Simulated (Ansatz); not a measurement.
**Band table of Bi**

```yaml
crystal:
  lattice:
    - [2.27300, 1.31232, 3.95400]
    - [-2.27300, 1.31232, 3.95400]
    - [0.00000, -2.62463, 3.95400]
  atoms:
    - { symbol: Bi, position: [0.23389, 0.23389, 0.23389] }
    - { symbol: Bi, position: [0.76611, 0.76611, 0.76611] }
```

Atoms are numbered in the order listed.

Structure: COD 9009658, as refined from experiment and not relaxed.

Spin–orbit coupling is left out, though it moves levels of the heavy atoms by tenths of an eV or more.

Theory: Ansatz 0.2.0, DFT, LDA, all-electron LAPW, scalar-relativistic.

Settings: a Γ-centred 11×11×11 k mesh, Fermi–Dirac smearing of 0.03 eV, basis error target 0.25 meV/atom, no spin polarisation.

Path points, in fractions of the reciprocal vectors: Γ (0.000, 0.000, 0.000), T (0.500, 0.500, 0.500), H2 (0.760, 0.240, 0.500), H0 (0.500, -0.240, 0.240), L (0.500, 0.000, 0.000), S0 (0.370, -0.370, 0.000), S2 (0.630, 0.000, 0.370), F (0.500, 0.000, 0.500). Levels in eV from the Fermi level; bands 33 to 43, counted from the lowest band of the run. The gap is zero.

```
# k(1/Å) point b33 b34 b35 b36 b37 b38 b39 b40 b41 b42 b43
0.000 Γ -13.06 -7.54 -1.43 -1.17 -1.17 2.51 2.96 2.96 5.72 5.88 5.88
0.057 - -13.05 -7.56 -1.42 -1.17 -1.17 2.48 2.93 2.93 5.56 5.89 5.89
0.114 - -13.03 -7.65 -1.39 -1.15 -1.15 2.39 2.83 2.83 5.35 5.94 5.94
0.170 - -12.98 -7.78 -1.35 -1.13 -1.13 2.25 2.68 2.68 5.18 6.03 6.03
0.227 - -12.91 -7.95 -1.29 -1.11 -1.11 2.09 2.49 2.49 5.09 6.15 6.15
0.284 - -12.83 -8.15 -1.23 -1.07 -1.07 1.90 2.27 2.27 5.07 6.31 6.31
0.341 - -12.73 -8.38 -1.17 -1.02 -1.02 1.71 2.04 2.04 5.13 6.51 6.51
0.397 - -12.62 -8.63 -1.11 -0.97 -0.97 1.52 1.81 1.81 5.26 6.74 6.74
0.454 - -12.49 -8.88 -1.07 -0.90 -0.90 1.34 1.58 1.58 5.45 7.01 7.01
0.511 - -12.35 -9.13 -1.02 -0.84 -0.84 1.18 1.36 1.36 5.70 7.31 7.31
0.568 - -12.22 -9.37 -0.99 -0.76 -0.76 1.04 1.16 1.16 6.00 7.65 7.65
0.624 - -12.08 -9.58 -0.96 -0.69 -0.69 0.93 0.98 0.98 6.32 8.01 8.01
0.681 - -11.97 -9.76 -0.94 -0.62 -0.62 0.84 0.84 0.84 6.64 8.40 8.40
0.738 - -11.89 -9.87 -0.93 -0.58 -0.58 0.75 0.75 0.79 6.91 8.81 8.81
0.795 T -11.86 -9.91 -0.92 -0.56 -0.56 0.72 0.72 0.77 7.01 9.13 9.13
0.846 - -11.85 -9.91 -1.20 -0.62 -0.33 0.39 0.80 1.18 6.98 8.72 9.01
0.897 - -11.83 -9.91 -1.60 -0.82 -0.08 0.17 1.03 1.64 6.87 8.30 8.90
0.948 - -11.79 -9.90 -2.01 -1.14 0.05 0.08 1.41 2.13 6.71 7.91 8.85
1.000 - -11.74 -9.89 -2.40 -1.50 0.01 0.19 1.88 2.62 6.52 7.53 8.88
1.051 - -11.68 -9.88 -2.75 -1.87 -0.02 0.27 2.39 3.11 6.32 7.19 8.97
1.102 - -11.61 -9.88 -3.08 -2.23 -0.03 0.35 2.92 3.57 6.15 6.88 9.12
1.154 - -11.53 -9.88 -3.36 -2.57 -0.04 0.42 3.43 3.99 6.02 6.60 9.32
1.205 - -11.44 -9.89 -3.59 -2.89 -0.06 0.50 3.91 4.34 5.95 6.37 9.58
1.256 - -11.34 -9.91 -3.78 -3.17 -0.08 0.57 4.34 4.60 5.97 6.21 9.77
1.308 - -11.24 -9.94 -3.92 -3.42 -0.12 0.64 4.66 4.75 6.08 6.12 9.82
1.359 - -11.13 -9.99 -4.00 -3.63 -0.17 0.70 4.84 4.86 6.11 6.20 9.88
1.410 - -11.03 -10.05 -4.03 -3.81 -0.23 0.75 4.90 4.96 6.13 6.30 9.98
1.462 - -10.93 -10.13 -4.00 -3.93 -0.30 0.78 4.97 5.00 6.13 6.32 10.14
1.513 H2 -10.84 -10.22 -4.01 -3.92 -0.39 0.80 5.02 5.02 6.08 6.25 10.29
1.558 - -10.82 -10.25 -4.07 -3.82 -0.52 0.91 4.82 5.23 5.88 6.35 10.23
1.604 - -10.81 -10.26 -4.14 -3.66 -0.79 1.16 4.62 5.41 5.60 6.54 10.00
1.649 - -10.81 -10.26 -4.20 -3.47 -1.10 1.49 4.39 5.31 5.59 6.75 9.69
1.695 - -10.82 -10.26 -4.24 -3.25 -1.44 1.85 4.11 5.08 5.71 6.98 9.36
1.740 - -10.83 -10.25 -4.27 -3.00 -1.77 2.23 3.79 4.92 5.79 7.22 9.05
1.785 - -10.84 -10.25 -4.29 -2.72 -2.10 2.62 3.42 4.83 5.84 7.42 8.80
1.831 - -10.84 -10.25 -4.30 -2.44 -2.40 2.97 3.09 4.80 5.86 7.51 8.69
1.876 - -10.84 -10.25 -4.29 -2.72 -2.10 2.62 3.42 4.83 5.84 7.42 8.80
1.922 - -10.83 -10.25 -4.27 -3.00 -1.77 2.23 3.79 4.92 5.79 7.22 9.05
1.967 - -10.82 -10.26 -4.24 -3.25 -1.44 1.85 4.11 5.08 5.71 6.98 9.36
2.012 - -10.81 -10.26 -4.20 -3.47 -1.10 1.49 4.39 5.31 5.59 6.75 9.69
2.058 - -10.81 -10.26 -4.14 -3.66 -0.79 1.16 4.62 5.41 5.60 6.54 10.00
2.103 - -10.82 -10.25 -4.07 -3.82 -0.52 0.91 4.82 5.23 5.88 6.35 10.23
2.149 H0 -10.84 -10.22 -4.01 -3.92 -0.39 0.80 5.02 5.02 6.08 6.25 10.29
2.196 - -10.77 -10.31 -4.04 -3.80 -0.47 0.81 5.02 5.03 5.99 6.13 10.24
2.244 - -10.70 -10.40 -4.03 -3.65 -0.56 0.80 4.95 4.99 5.90 6.05 10.08
2.291 - -10.65 -10.50 -3.97 -3.46 -0.65 0.78 4.72 4.88 5.88 6.07 9.88
2.338 - -10.60 -10.60 -3.87 -3.23 -0.75 0.75 4.35 4.67 5.95 6.20 9.67
2.386 - -10.70 -10.57 -3.72 -2.97 -0.83 0.72 3.91 4.38 6.10 6.39 9.32
2.433 - -10.79 -10.55 -3.53 -2.69 -0.92 0.68 3.42 4.03 6.30 6.63 9.01
2.481 - -10.87 -10.53 -3.30 -2.38 -1.00 0.64 2.91 3.65 6.53 6.90 8.74
2.528 - -10.94 -10.52 -3.03 -2.05 -1.07 0.60 2.39 3.24 6.78 7.18 8.53
2.575 - -11.01 -10.52 -2.73 -1.71 -1.13 0.57 1.86 2.82 7.04 7.49 8.38
2.623 - -11.06 -10.52 -2.40 -1.35 -1.18 0.54 1.35 2.39 7.28 7.80 8.32
2.670 - -11.11 -10.52 -2.05 -1.22 -0.99 0.52 0.85 1.97 7.44 8.09 8.39
2.718 - -11.14 -10.52 -1.68 -1.25 -0.64 0.38 0.52 1.57 7.51 8.32 8.60
2.765 - -11.16 -10.52 -1.36 -1.24 -0.36 -0.03 0.54 1.22 7.53 8.45 8.89
2.812 L -11.17 -10.52 -1.29 -1.14 -0.24 -0.23 0.57 1.06 7.53 8.49 9.12
2.872 - -11.27 -10.41 -1.30 -1.14 -0.36 -0.10 0.61 1.08 7.32 8.55 8.89
2.933 - -11.48 -10.16 -1.31 -1.15 -0.48 0.04 0.72 1.14 6.93 8.13 8.74
2.993 - -11.70 -9.88 -1.33 -1.16 -0.59 0.20 0.87 1.24 6.52 7.66 8.29
3.053 - -11.92 -9.58 -1.34 -1.17 -0.71 0.40 1.07 1.38 6.14 7.22 7.86
3.113 - -12.13 -9.28 -1.35 -1.18 -0.81 0.62 1.28 1.54 5.81 6.82 7.46
3.173 - -12.32 -8.98 -1.35 -1.18 -0.90 0.87 1.51 1.72 5.53 6.47 7.10
3.233 - -12.49 -8.69 -1.35 -1.19 -0.99 1.14 1.74 1.92 5.31 6.18 6.78
3.293 - -12.64 -8.42 -1.35 -1.19 -1.06 1.44 1.96 2.13 5.17 5.94 6.51
3.353 - -12.77 -8.17 -1.35 -1.19 -1.12 1.74 2.16 2.34 5.11 5.77 6.29
3.413 - -12.87 -7.96 -1.36 -1.18 -1.16 2.05 2.33 2.54 5.13 5.67 6.11
3.473 - -12.96 -7.78 -1.38 -1.18 -1.17 2.31 2.50 2.71 5.25 5.63 5.99
3.533 - -13.02 -7.65 -1.41 -1.17 -1.17 2.44 2.71 2.85 5.45 5.65 5.92
3.593 - -13.05 -7.56 -1.43 -1.17 -1.17 2.50 2.89 2.93 5.68 5.72 5.89
3.653 Γ -13.06 -7.54 -1.43 -1.17 -1.17 2.51 2.96 2.96 5.72 5.88 5.88
3.726 - -13.05 -7.58 -1.43 -1.19 -1.16 2.49 2.82 2.96 5.62 5.70 5.91
3.799 - -12.99 -7.69 -1.44 -1.20 -1.12 2.40 2.46 2.96 5.29 5.68 6.03
3.872 - -12.90 -7.88 -1.56 -1.13 -1.05 2.01 2.19 3.01 5.04 5.73 6.26
3.945 - -12.78 -8.12 -1.75 -1.00 -0.96 1.53 1.88 3.12 4.88 5.85 6.64
4.019 - -12.63 -8.40 -2.00 -0.85 -0.84 1.08 1.52 3.28 4.82 6.01 7.17
4.092 - -12.44 -8.70 -2.28 -0.75 -0.70 0.72 1.17 3.48 4.86 6.20 7.83
4.165 - -12.22 -9.01 -2.58 -0.71 -0.69 0.56 0.92 3.71 4.97 6.42 8.05
4.238 - -11.98 -9.33 -2.88 -0.87 -0.79 0.66 0.84 3.97 5.16 6.67 8.29
4.311 - -11.71 -9.63 -3.18 -1.16 -1.00 0.95 0.96 4.26 5.42 6.95 8.46
4.384 - -11.43 -9.92 -3.46 -1.46 -1.29 1.22 1.33 4.57 5.73 7.25 7.98
4.457 - -11.13 -10.19 -3.71 -1.76 -1.60 1.58 1.77 4.89 6.09 7.12 7.58
4.530 - -10.83 -10.44 -3.94 -2.02 -1.89 2.00 2.23 5.22 6.13 6.63 7.93
4.603 - -10.65 -10.53 -4.14 -2.25 -2.16 2.46 2.69 5.41 5.55 7.03 8.31
4.676 S0 -10.84 -10.25 -4.30 -2.44 -2.40 2.97 3.09 4.80 5.86 7.51 8.69
4.716 - -10.81 -10.29 -4.27 -2.62 -2.15 2.63 3.29 4.89 5.80 7.39 8.70
4.756 - -10.78 -10.33 -4.23 -2.80 -1.87 2.24 3.54 5.02 5.69 7.19 8.80
4.796 - -10.75 -10.38 -4.17 -2.98 -1.58 1.85 3.79 5.16 5.57 6.96 8.96
4.836 - -10.72 -10.43 -4.11 -3.14 -1.28 1.48 4.03 5.28 5.46 6.72 9.17
4.875 - -10.68 -10.47 -4.04 -3.27 -1.00 1.14 4.27 5.17 5.56 6.48 9.40
4.915 - -10.65 -10.51 -3.98 -3.37 -0.77 0.88 4.50 4.99 5.75 6.25 9.64
4.955 - -10.64 -10.52 -3.95 -3.41 -0.67 0.78 4.65 4.85 5.89 6.09 9.84
4.995 - -10.65 -10.51 -3.98 -3.37 -0.77 0.88 4.50 4.99 5.75 6.25 9.64
5.035 - -10.68 -10.47 -4.04 -3.27 -1.00 1.14 4.27 5.17 5.56 6.48 9.40
5.075 - -10.72 -10.43 -4.11 -3.14 -1.28 1.48 4.03 5.28 5.46 6.72 9.17
5.115 - -10.75 -10.38 -4.17 -2.98 -1.58 1.85 3.79 5.16 5.57 6.96 8.96
5.155 - -10.78 -10.33 -4.23 -2.80 -1.87 2.24 3.54 5.02 5.69 7.19 8.80
5.194 - -10.81 -10.29 -4.27 -2.62 -2.15 2.63 3.29 4.89 5.80 7.39 8.70
5.234 S2 -10.84 -10.25 -4.30 -2.44 -2.40 2.97 3.09 4.80 5.86 7.51 8.69
5.260 - -10.90 -10.15 -4.35 -2.50 -2.48 3.15 3.18 4.66 5.96 7.69 8.83
5.286 - -10.95 -10.06 -4.39 -2.55 -2.55 3.23 3.33 4.57 6.06 7.87 8.98
5.311 - -11.00 -9.98 -4.43 -2.61 -2.60 3.22 3.51 4.54 6.16 8.06 9.12
5.337 - -11.05 -9.90 -4.46 -2.67 -2.64 3.17 3.70 4.58 6.24 8.24 9.26
5.363 - -11.09 -9.83 -4.49 -2.72 -2.68 3.07 3.88 4.66 6.33 8.43 9.40
5.388 - -11.12 -9.76 -4.52 -2.77 -2.72 2.97 4.05 4.77 6.40 8.61 9.54
5.414 - -11.16 -9.70 -4.54 -2.81 -2.75 2.86 4.22 4.88 6.47 8.79 9.67
5.440 - -11.19 -9.64 -4.56 -2.85 -2.77 2.75 4.38 5.00 6.53 8.97 9.77
5.465 - -11.21 -9.60 -4.58 -2.88 -2.79 2.66 4.53 5.12 6.58 9.14 9.79
5.491 - -11.23 -9.56 -4.59 -2.91 -2.81 2.58 4.65 5.22 6.62 9.30 9.70
5.516 - -11.24 -9.53 -4.60 -2.93 -2.83 2.52 4.76 5.30 6.66 9.43 9.59
5.542 - -11.26 -9.51 -4.61 -2.94 -2.83 2.47 4.84 5.37 6.68 9.50 9.54
5.568 - -11.26 -9.49 -4.61 -2.95 -2.84 2.44 4.89 5.41 6.70 9.43 9.62
5.593 F -11.26 -9.49 -4.61 -2.96 -2.84 2.43 4.91 5.42 6.70 9.41 9.64
```
